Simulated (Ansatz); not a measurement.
TiO2 (rutile, P4_2/mnm), the program Ansatz at the PBEsol level (PAW), all energies at zero smearing, with the estimated change up to a 700 eV cutoff added, with one set of potentials and settings (totals compare only within such a set). Cell of 6 atoms (2 Ti, 4 O): -7199.635 eV.

```tsv
element	reference phase	E (eV/atom)
Ti	P6/mmm, 3 atoms in the cell	-2473.9117
O	C2/m, 4 atoms in the cell, spin-polarised	-558.3554
```

Formation energy per atom, worked out: (-7199.635 − 2×(-2473.9117) − 4×(-558.3554))/6 = -3.065 eV/atom (-296 kJ per mol of atoms), at 0 K, without zero-point energy or fitted corrections.

The PBEsol relaxation kept the symmetry of its start. The run is not spin-polarised. The references are the lowest solids computed at this level, not always the standard phases (solids in place of the gases).

Potentials: the later of the program's two PAW sets.
